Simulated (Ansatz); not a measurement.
Input and output for Zn (fcc type): DFT, LDA, all-electron LAPW, scalar-relativistic (Ansatz 0.2.0). This run: fcc relaxed under pressure.

The cell comes from a relaxation on PAW files under the same functional, begun from a prototype that needn't be the stable phase.

Command: `ansatz run input.yaml --threads 1 --pin off --max-ram 3584MiB --backend cpu --events-out ev --progress --plain --runs-dir out` It took 25 s on 1 thread of Arm Neoverse V2 (shared host), peak memory 0.33 GiB.

```yaml
crystal:
  lattice:
    - [0.0, 1.6915381854, 1.6915381854]
    - [1.6915381854, 0.0, 1.6915381854]
    - [1.6915381854, 1.6915381854, 0.0]
  atoms:
    - { symbol: Zn, position: [0.0, 0.0, 0.0] }
kpoints:
  mp_grid: { grid: [19, 19, 19] }
scf:
  occupations: { method: fermi_dirac, width: 0.08 }
hamiltonian:
  xc: lda
  pseudopotentials: { kind: all_electron, lapw: { basis_error: 0.0005 } }
output:
  forces: true
  stress: true
  eigenvalues: true
relax:
  f_tol: 0.005
  max_steps: 12
  cell: { p_target: 78.0, stress_tol: 0.039 }
```

Output:

```
The last accepted step is kept in <dir> (removed where the run ends without a failure and the disk answers)
LAPW: plane waves up to 10.206 Å⁻¹, error target 5.0e-4 eV per atom; small_component_spin mean_spin; Zn in spheres of 1.160 Å, 20 of its electrons in bands, Dirac shells [] (how accurate: hamiltonian.pseudopotentials.lapw.basis_error, Limitations)
Engine: ansatz 0.2.0
Pseudopotentials: kind: all_electron
Pseudopotential: Zn, LAPW, valence charge 20, lapw/all_electron/scalar/gaussian/Zn, Koelling and Harmon's equation, gaussian nucleus
Functional definition: SPW92
  exchange = slater_x
  correlation = pw_c
Crystal: 1 atoms, lattice volume = 9.680 Å³
Basis set: ecut = 396.8632315534425 eV, 169 PW (Γ), exchange–correlation at level 2
Bands: 14, of which v1, the nominal top of the filled ones, is band 10 counted from 1 (9 counted from 0)
Symmetry: 48 space group operations
Space group: Fm-3m (ITA 225), of the structure as read, at distance tolerance 2.1e-5 Å
k-points: 220 of 6859
Non-local potential: Zn, projectors of the file, none
Initial density: superposition of atomic densities (chi_scale 0.1, normalization cell)
Initial wavefunctions: plane waves of lowest kinetic energy (no species holds an atomic orbital)
Functional: x = slater, c = lda
iter 1 solved again at ethr=2.55e-4 eV; its pass at ethr=1.00e-1 eV (dr2=5.11e-2 eV) is discarded
SCF iter   1: F=—  HF=-48799.965738 eV  |F-HF|=—  |Δ(HF+E_count)|=         —  Δρ=3.58e-2  dr2=5.12e-2  ethr=2.55e-4  ⟨swp⟩=2.9  Hψ=22226  notcnv=0
preconditioner: auto → none  [metal: Δε(μ)=0.080 eV  Ē_g=21.133 eV  σ=0.080 eV  W_gap=0.24  n_scr=0 (ndim 8)  ℏωp=41.3 eV  f_vac=0.000  D(μ)=0.25/eV (n_scr^D=0)]
iter 2 solved again at ethr=2.95e-6 eV; its pass at ethr=2.55e-4 eV (dr2=5.90e-4 eV) is discarded
SCF iter   2: F=—  HF=-48799.828022 eV  |F-HF|=—  |Δ(HF+E_count)|=   1.38e-1  Δρ=3.15e-3  dr2=5.91e-4  ethr=2.95e-6  ⟨swp⟩=2.1  Hψ=15783  notcnv=0
SCF iter   3: F=—  HF=-48799.670898 eV  |F-HF|=—  |Δ(HF+E_count)|=   1.57e-1  Δρ=8.30e-3  dr2=2.65e-3  ethr=2.95e-6  ⟨swp⟩=3.0  Hψ=10123  notcnv=0
SCF iter   4: F=—  HF=-48799.664928 eV  |F-HF|=—  |Δ(HF+E_count)|=   5.97e-3  Δρ=1.22e-3  dr2=5.55e-5  ethr=2.95e-6  ⟨swp⟩=2.0  Hψ=8360  notcnv=0
SCF iter   5: F=—  HF=-48799.664850 eV  |F-HF|=—  |Δ(HF+E_count)|=   7.77e-5  Δρ=1.43e-4  dr2=9.89e-7  ethr=2.77e-7  ⟨swp⟩=2.0  Hψ=8349  notcnv=0
SCF iter   6: F=—  HF=-48799.664840 eV  |F-HF|=—  |Δ(HF+E_count)|=   9.98e-6  Δρ=2.19e-5  dr2=2.28e-8  ethr=4.95e-9  ⟨swp⟩=2.3  Hψ=8438  notcnv=0
SCF iter   7: F=-48799.664840 eV  HF=-48799.664840 eV  |F-HF|=4.61e-9  |Δ(HF+E_count)|=   2.53e-7  Δρ=1.78e-6  dr2=1.48e-10  ethr=1.14e-10  ⟨swp⟩=2.4  Hψ=8481  notcnv=0
SCF 1 converged in 7 iterations: F = -48799.664840 eV  dr2 = 1.48e-10
relax step   1: F+E_penalty+E_count = -48799.66483954 eV  Δ(F+E_penalty+E_count) = +0.000e0 eV  max|allowed force component| = 0.000e0 eV/Å  Δτ_max = 0.0000 Å  P = +77.990 GPa  Ω = 9.680 Å³  (7 SCF iters, accepted)
Initial density: handed on by an earlier stage of this run
Initial wavefunctions: those handed on with the density
iter 1 solved again at ethr=1.00e-12 eV; its pass at ethr=1.00e-1 eV (dr2=1.45e-10 eV) is discarded
SCF iter   1: F=—  HF=-48799.664840 eV  |F-HF|=—  |Δ(HF+E_count)|=         —  Δρ=1.79e-6  dr2=1.46e-10  ethr=1.10e-12 (applied; sched 1.00e-12)  ⟨swp⟩=5.2  Hψ=17066  notcnv=0
preconditioner: auto → none  [metal: Δε(μ)=0.017 eV  Ē_g=22.081 eV  σ=0.080 eV  W_gap=0.05  n_scr=0 (ndim 8)  ℏωp=41.3 eV  f_vac=0.000  D(μ)=0.27/eV (n_scr^D=0)]
SCF iter   2: F=-48799.664840 eV  HF=-48799.664840 eV  |F-HF|=2.49e-9  |Δ(HF+E_count)|=  6.40e-10  Δρ=3.71e-7  dr2=4.93e-12  ethr=1.03e-12 (applied; sched 1.00e-12)  ⟨swp⟩=3.0  Hψ=9246  notcnv=0
SCF 2 converged in 2 iterations: F = -48799.664840 eV  dr2 = 4.93e-12
relax step   2: F+E_penalty+E_count = -48799.66483954 eV  Δ(F+E_penalty+E_count) = -1.171e-9 eV  max|allowed force component| = 0.000e0 eV/Å  Δτ_max = 0.0000 Å  P = +77.990 GPa  Ω = 9.680 Å³  stress off target by 1.05e-2 GPa  SCF on the basis re-selected at this cell (its energy is not comparable with the rows above)  (2 SCF iters)
basis re-selected at this cell: Δ(F+E_penalty+E_count) = -1.171e-9 eV, ΔP = -0.001 GPa vs the last step (what re-selecting the basis moved, after the strain that the cell walked since its last selection, with what the two solves' SCF thresholds leave and, on support functions, any second-order correction that the steps lacked; it is no measure of the basis error at this ecutwfc). This SCF's stress stands 1.05e-2 GPa from its target on what of the cell is left free (relax.cell.stress_tol is 3.90e-2 GPa) and its largest allowed force component is 0.00e0 eV/Å (relax.f_tol is 5.00e-3 eV/Å): within both
SCF converged after 2 iterations
Free energy (F): -48799.664840 eV
Harris-Foulkes:  -48799.664840 eV  (|F-HF|=2.49e-9)
Internal energy: -48799.659496 eV  (E = F + TS)
E sigma→0 (E₀):  -48799.662168 eV
Entropy (-TS):   -0.005344 eV (-5.344 meV/atom)
Fermi energy:    23.952833 eV
--- Per-component energies (eV) ---
  E_band       = -375.136477
  E_kinetic    = 49692.164927
  E_xc         = -1879.721425
  E_electrostatic = -96612.102998  (all electrons and nuclei)
  E_smearing   = -0.005344  (= −TS)
  E_closure    = 0.000000  (closes the sum)
  E_atoms      = -48798.484913  (free atoms, spherical and without spin; not in F)
  Σ components = -48799.664840   (vs F -48799.664840, Δ=0.00e0)
  Basis errors (estimates in eV, not in F): energy 1.1e-4 per atom: plane waves 1.0e-4 (5.5e-5 summed), levels above the bands 1.6e-104, relativity 3.6e-9, radial functions 3.6e-6, core shells 9.7e-11; eigenvalues (radial functions only) 9.2e-7; not estimated: angular momenta, meshes, grids; target (lapw.basis_error) 5.0e-4; muffin-tin radii Zn 1.160 Å
--- Forces (eV/Å), atoms counted from 1 ---
  atom   1  Zn    -0.00000000     0.00000000     0.00000000
  max |Σ_I F_I| component: 3.60e-32 eV/Å
--- Stress (GPa, compression-positive) ---
       77.989539      -0.000000       0.000000
       -0.000000      77.989539       0.000000
        0.000000       0.000000      77.989539
  P = ⅓ Tr σ = 77.9895 GPa (779.895 kbar)
--- Band table (eV; the first three rows and the last of 220) ---
  k-point 0: bands = ["-103.4581", "-57.9993", "-57.9993", "-57.9993", "8.9155", "14.2059", "14.2059", "14.2059", "15.0783", "15.0783", "45.2150", "48.2652", "48.2652", "48.2652"]
  k-point 1: bands = ["-103.4575", "-58.0033", "-57.9999", "-57.9999", "9.0308", "14.1860", "14.2269", "14.2269", "15.0707", "15.0707", "44.4916", "46.7555", "47.7996", "47.7996"]
  k-point 2: bands = ["-103.4558", "-58.0148", "-58.0016", "-58.0016", "9.3716", "14.1337", "14.2823", "14.2823", "15.0547", "15.0547", "41.9051", "46.0894", "47.0067", "47.0067"]
  k-point 219: bands = ["-103.4295", "-58.1001", "-58.0945", "-58.0551", "13.2320", "13.7147", "13.9394", "15.0845", "15.8375", "25.9109", "26.1369", "28.7883", "30.1212", "50.0290"]
--- Relaxed structure (1 steps of the walk, 1 accepted, 1 SCFs on fresh bases) ---
  F+E_penalty+E_count = -48799.66483954 eV   max|allowed force component| = 0.000e0 eV/Å   (the final SCF, on the basis selected at the relaxed cell)
  cell:  # Å, volume = 9.6800 Å³
    - [0.0, 1.6915381854, 1.6915381854]
    - [1.6915381854, 0.0, 1.6915381854]
    - [1.6915381854, 1.6915381854, 0.0]
  atoms:
    - { symbol: Zn, position: [0.0, 0.0, 0.0] }
```

Next run (bcc relaxed under pressure), as changes to the input before:

```diff
   lattice:
-    - [0.0, 1.6915381854, 1.6915381854]
-    - [1.6915381854, 0.0, 1.6915381854]
-    - [1.6915381854, 1.6915381854, 0.0]
+    - [-1.3447071383, 1.3447071383, 1.3447071383]
+    - [1.3447071383, -1.3447071383, 1.3447071383]
+    - [1.3447071383, 1.3447071383, -1.3447071383]
   atoms:
 kpoints:
-  mp_grid: { grid: [19, 19, 19] }
+  mp_grid: { grid: [20, 20, 20] }
 scf:
```

Command: `ansatz run input.yaml --threads 1 --pin off --max-ram 3584MiB --backend cpu --events-out ev --progress --plain --runs-dir out` It took 31 s on 1 thread of Arm Neoverse V2 (shared host), peak memory 0.38 GiB.

Results part of the output:

```
basis re-selected at this cell: Δ(F+E_penalty+E_count) = -7.713e-10 eV, ΔP = -0.001 GPa vs the last step (what re-selecting the basis moved, after the strain that the cell walked since its last selection, with what the two solves' SCF thresholds leave and, on support functions, any second-order correction that the steps lacked; it is no measure of the basis error at this ecutwfc). This SCF's stress stands 2.88e-3 GPa from its target on what of the cell is left free (relax.cell.stress_tol is 3.90e-2 GPa) and its largest allowed force component is 0.00e0 eV/Å (relax.f_tol is 5.00e-3 eV/Å): within both
SCF converged after 2 iterations
Free energy (F): -48799.580877 eV
Harris-Foulkes:  -48799.580877 eV  (|F-HF|=1.46e-9)
Internal energy: -48799.574607 eV  (E = F + TS)
E sigma→0 (E₀):  -48799.577742 eV
Entropy (-TS):   -0.006270 eV (-6.270 meV/atom)
Fermi energy:    24.352905 eV
--- Per-component energies (eV) ---
  E_band       = -376.934888
  E_kinetic    = 49692.139437
  E_xc         = -1879.731130
  E_electrostatic = -96611.982914  (all electrons and nuclei)
  E_smearing   = -0.006270  (= −TS)
  E_closure    = 0.000000  (closes the sum)
  E_atoms      = -48798.484913  (free atoms, spherical and without spin; not in F)
  Σ components = -48799.580877   (vs F -48799.580877, Δ=0.00e0)
  Basis errors (estimates in eV, not in F): energy 1.3e-4 per atom: plane waves 1.2e-4 (6.6e-5 summed), levels above the bands 4.6e-76, relativity 5.3e-9, radial functions 5.8e-6, core shells 2.6e-10; eigenvalues (radial functions only) 3.5e-6; not estimated: angular momenta, meshes, grids; target (lapw.basis_error) 5.0e-4; muffin-tin radii Zn 1.130 Å
--- Forces (eV/Å), atoms counted from 1 ---
  atom   1  Zn    -0.00000000    -0.00000000    -0.00000000
  max |Σ_I F_I| component: 1.52e-31 eV/Å
--- Stress (GPa, compression-positive) ---
       78.002878       0.000000      -0.000000
        0.000000      78.002878      -0.000000
       -0.000000      -0.000000      78.002878
  P = ⅓ Tr σ = 78.0029 GPa (780.029 kbar)
--- Band table (eV; the first three rows and the last of 256) ---
  k-point 0: bands = ["-103.5492", "-58.0899", "-58.0899", "-58.0899", "8.8447", "14.0162", "14.0162", "14.0162", "15.1275", "15.1275", "47.8841", "47.8841", "47.8841", "51.6768"]
  k-point 1: bands = ["-103.5487", "-58.0936", "-58.0912", "-58.0899", "8.9544", "13.9979", "14.0175", "14.0567", "15.1093", "15.1288", "46.5152", "47.5278", "47.5630", "49.9945"]
  k-point 2: bands = ["-103.5470", "-58.1042", "-58.0950", "-58.0898", "9.2794", "13.9449", "14.0199", "14.1755", "15.0623", "15.1328", "43.7120", "46.4938", "46.7683", "48.0539"]
  k-point 255: bands = ["-103.5077", "-58.2029", "-58.2029", "-58.2029", "12.5669", "12.5669", "15.7093", "15.7093", "15.7093", "28.6624", "28.6624", "28.6624", "34.4022", "34.4022"]
--- Relaxed structure (1 steps of the walk, 1 accepted, 1 SCFs on fresh bases) ---
  F+E_penalty+E_count = -48799.58087720 eV   max|allowed force component| = 0.000e0 eV/Å   (the final SCF, on the basis selected at the relaxed cell)
  cell:  # Å, volume = 9.7262 Å³
    - [-1.3447071383, 1.3447071383, 1.3447071383]
    - [1.3447071383, -1.3447071383, 1.3447071383]
    - [1.3447071383, 1.3447071383, -1.3447071383]
  atoms:
    - { symbol: Zn, position: [0.0, 0.0, 0.0] }
```

Next run (hcp relaxed under pressure), as changes to the input before:

```diff
   lattice:
-    - [-1.3447071383, 1.3447071383, 1.3447071383]
-    - [1.3447071383, -1.3447071383, 1.3447071383]
-    - [1.3447071383, 1.3447071383, -1.3447071383]
+    - [2.3882444435, 0.0, 0.0]
+    - [-1.1941222218, 2.0682803585, 0.0]
+    - [0.0, 0.0, 3.9066821612]
   atoms:
-    - { symbol: Zn, position: [0.0, 0.0, 0.0] }
+    - { symbol: Zn, position: [0.3333333333, 0.6666666667, 0.25] }
+    - { symbol: Zn, position: [0.6666666667, 0.3333333333, 0.75] }
 kpoints:
-  mp_grid: { grid: [20, 20, 20] }
+  mp_grid: { grid: [18, 18, 10] }
 scf:
```

Results part of the output:

```
basis re-selected at this cell: Δ(F+E_penalty+E_count) = -1.106e-9 eV, ΔP = -0.001 GPa vs the last step (what re-selecting the basis moved, after the strain that the cell walked since its last selection, with what the two solves' SCF thresholds leave and, on support functions, any second-order correction that the steps lacked; it is no measure of the basis error at this ecutwfc). This SCF's stress stands 3.28e-2 GPa from its target on what of the cell is left free (relax.cell.stress_tol is 3.90e-2 GPa) and its largest allowed force component is 4.63e-17 eV/Å (relax.f_tol is 5.00e-3 eV/Å): within both
SCF converged after 2 iterations
Free energy (F): -97599.415584 eV
Harris-Foulkes:  -97599.415584 eV  (|F-HF|=2.34e-9)
Internal energy: -97599.411747 eV  (E = F + TS)
E sigma→0 (E₀):  -97599.413665 eV
Entropy (-TS):   -0.003836 eV (-1.918 meV/atom)
Fermi energy:    24.369234 eV
--- Per-component energies (eV) ---
  E_band       = -747.386587
  E_kinetic    = 99384.314014
  E_xc         = -3759.520139
  E_electrostatic = -193224.205622  (all electrons and nuclei)
  E_smearing   = -0.003836  (= −TS)
  E_closure    = 0.000000  (closes the sum)
  E_atoms      = -97596.969826  (free atoms, spherical and without spin; not in F)
  Σ components = -97599.415584   (vs F -97599.415584, Δ=0.00e0)
  Basis errors (estimates in eV, not in F): energy 1.1e-4 per atom: plane waves 1.1e-4 (5.6e-5 summed), levels above the bands 1.1e-47, relativity 3.7e-9, radial functions 7.3e-6, core shells 1.1e-10; eigenvalues (radial functions only) 6.1e-7; not estimated: angular momenta, meshes, grids; target (lapw.basis_error) 5.0e-4; muffin-tin radii Zn 1.158 Å
--- Forces (eV/Å), atoms counted from 1 ---
  atom   1  Zn     0.00000000     0.00000000     0.00000000
  atom   2  Zn    -0.00000000    -0.00000000     0.00000000
  max |Σ_I F_I| component: 5.55e-17 eV/Å
--- Stress (GPa, compression-positive) ---
       77.967169       0.000000       0.000000
       -0.000000      77.967169       0.000000
        0.000000       0.000000      77.994602
  P = ⅓ Tr σ = 77.9763 GPa (779.763 kbar)
--- Band table (eV; the first three rows and the last of 222) ---
  k-point 0: bands = ["-103.3822", "-103.3605", "-58.0731", "-57.9430", "-57.9430", "-57.9252", "-57.9210", "-57.9210", "8.9693", "12.4734", "14.2656", "14.3499", "14.3499", "14.5603", "14.5603", "14.8600", "14.8600", "15.6670", "15.6670", "18.4608", "23.3034", "43.9999", "44.3236", "44.3236"]
  k-point 1: bands = ["-103.3816", "-103.3610", "-58.0695", "-57.9425", "-57.9425", "-57.9289", "-57.9215", "-57.9215", "9.0734", "12.4674", "14.2493", "14.3304", "14.3304", "14.5419", "14.5419", "14.9048", "14.9048", "15.6611", "15.6611", "17.8142", "24.1537", "44.0179", "44.4308", "44.4308"]
  k-point 2: bands = ["-103.3801", "-103.3625", "-58.0591", "-57.9409", "-57.9409", "-57.9394", "-57.9231", "-57.9231", "9.3816", "12.4299", "14.2058", "14.2936", "14.2936", "14.4923", "14.4923", "15.0151", "15.0151", "15.6399", "15.6399", "16.5716", "26.0239", "42.3456", "44.0824", "44.7478"]
  k-point 221: bands = ["-103.3548", "-103.3548", "-58.0418", "-58.0418", "-58.0118", "-58.0118", "-57.9540", "-57.9540", "13.4647", "13.4647", "13.7119", "13.7119", "14.2446", "14.2446", "14.8826", "14.8826", "15.7028", "15.7028", "23.8675", "23.8675", "25.5032", "25.5032", "27.3272", "27.3272"]
--- Relaxed structure (1 steps of the walk, 1 accepted, 1 SCFs on fresh bases) ---
  F+E_penalty+E_count = -97599.41558365 eV   max|allowed force component| = 4.626e-17 eV/Å   (the final SCF, on the basis selected at the relaxed cell)
  cell:  # Å, volume = 19.2973 Å³
    - [2.3882444434895906, 2.8867575764674062e-11, 0.0]
    - [-1.1941222217697953, 2.068280358494581, 0.0]
    - [0.0, 0.0, 3.9066821612]
  atoms:
    - { symbol: Zn, position: [0.33333333333333326, 0.6666666666666666, 0.24999999999999997] }
    - { symbol: Zn, position: [0.6666666666666666, 0.3333333333333333, 0.75] }
```

Next run (beta tin relaxed under pressure), as changes to the input before:

```diff
   lattice:
-    - [2.3882444435, 0.0, 0.0]
-    - [-1.1941222218, 2.0682803585, 0.0]
-    - [0.0, 0.0, 3.9066821612]
+    - [-2.1708575078, 2.1708575078, 1.1031082233]
+    - [2.1708575078, -2.1708575078, 1.1031082233]
+    - [2.1708575078, 2.1708575078, -1.1031082233]
   atoms:
-    - { symbol: Zn, position: [0.3333333333, 0.6666666667, 0.25] }
-    - { symbol: Zn, position: [0.6666666667, 0.3333333333, 0.75] }
+    - { symbol: Zn, position: [-0.375, -0.125, -0.25] }
+    - { symbol: Zn, position: [0.375, 0.125, 0.25] }
 kpoints:
-  mp_grid: { grid: [18, 18, 10] }
+  mp_grid: { grid: [19, 19, 19] }
 scf:
```

Results part of the output:

```
basis re-selected at this cell: Δ(F+E_penalty+E_count) = +7.836e-8 eV, ΔP = -0.000 GPa vs the last step (what re-selecting the basis moved, after the strain that the cell walked since its last selection, with what the two solves' SCF thresholds leave and, on support functions, any second-order correction that the steps lacked; it is no measure of the basis error at this ecutwfc). This SCF's stress stands 7.21e-3 GPa from its target on what of the cell is left free (relax.cell.stress_tol is 3.90e-2 GPa) and its largest allowed force component is 3.47e-18 eV/Å (relax.f_tol is 5.00e-3 eV/Å): within both
SCF converged after 2 iterations
Free energy (F): -97598.632002 eV
Harris-Foulkes:  -97598.632002 eV  (|F-HF|=1.76e-9)
Internal energy: -97598.621763 eV  (E = F + TS)
E sigma→0 (E₀):  -97598.626882 eV
Entropy (-TS):   -0.010239 eV (-5.120 meV/atom)
Fermi energy:    21.884735 eV
--- Per-component energies (eV) ---
  E_band       = -821.359666
  E_kinetic    = 99385.943475
  E_xc         = -3758.769835
  E_electrostatic = -193225.795403  (all electrons and nuclei)
  E_smearing   = -0.010239  (= −TS)
  E_closure    = 0.000000  (closes the sum)
  E_atoms      = -97596.969826  (free atoms, spherical and without spin; not in F)
  Σ components = -97598.632002   (vs F -97598.632002, Δ=0.00e0)
  Basis errors (estimates in eV, not in F): energy 1.6e-4 per atom: plane waves 1.5e-4 (8.5e-5 summed), levels above the bands 3.2e-54, relativity 9.8e-9, radial functions 1.1e-5, core shells 1.8e-9; eigenvalues (radial functions only) 3.1e-7; not estimated: angular momenta, meshes, grids; target (lapw.basis_error) 5.0e-4; muffin-tin radii Zn 1.070 Å
--- Forces (eV/Å), atoms counted from 1 ---
  atom   1  Zn     0.00000000     0.00000000     0.00000000
  atom   2  Zn     0.00000000    -0.00000000     0.00000000
  max |Σ_I F_I| component: 0.00e0 eV/Å
--- Stress (GPa, compression-positive) ---
       77.992790       0.000000       0.000000
        0.000000      77.992790       0.000000
        0.000000       0.000000      78.004886
  P = ⅓ Tr σ = 77.9968 GPa (779.968 kbar)
--- Band table (eV; the first three rows and the last of 550) ---
  k-point 0: bands = ["-105.2763", "-105.2391", "-59.9520", "-59.9520", "-59.8105", "-59.8105", "-59.7857", "-59.7840", "7.8021", "10.9376", "11.2932", "11.3624", "11.6218", "13.4812", "13.4812", "13.5031", "13.5031", "13.8679", "14.3212", "22.7690", "22.7690", "28.6019", "29.1681", "39.0087"]
  k-point 1: bands = ["-105.2760", "-105.2393", "-59.9511", "-59.9511", "-59.8121", "-59.8115", "-59.7851", "-59.7839", "7.8481", "10.9544", "11.3039", "11.3584", "11.6190", "13.4761", "13.4841", "13.5056", "13.5067", "13.8572", "14.2896", "22.3665", "22.8510", "28.7894", "29.4803", "38.4604"]
  k-point 2: bands = ["-105.2753", "-105.2401", "-59.9485", "-59.9484", "-59.8163", "-59.8146", "-59.7837", "-59.7837", "7.9854", "11.0036", "11.3362", "11.3476", "11.6114", "13.4583", "13.4922", "13.5118", "13.5173", "13.8264", "14.2018", "21.4097", "23.0922", "28.9534", "30.5660", "37.3394"]
  k-point 549: bands = ["-105.2576", "-105.2574", "-59.9696", "-59.9687", "-59.7984", "-59.7968", "-59.7851", "-59.7845", "10.9031", "10.9232", "11.7251", "11.7343", "13.0176", "13.0554", "13.5358", "13.5358", "13.5645", "13.5673", "15.7223", "15.9558", "19.3343", "19.5581", "40.2708", "40.2735"]
--- Relaxed structure (3 steps of the walk, 3 accepted, 1 SCFs on fresh bases) ---
  F+E_penalty+E_count = -97598.63200171 eV   max|allowed force component| = 3.469e-18 eV/Å   (the final SCF, on the basis selected at the relaxed cell)
  cell:  # Å, volume = 20.7975 Å³
    - [-2.1708852055291445, 2.1708852055291445, 1.1032566526485188]
    - [2.1708852055291445, -2.1708852055291445, 1.1032566526485188]
    - [2.1708852055291445, 2.1708852055291445, -1.1032566526485188]
  atoms:
    - { symbol: Zn, position: [-0.375, -0.125, -0.25] }
    - { symbol: Zn, position: [0.375, 0.125, 0.25] }
```
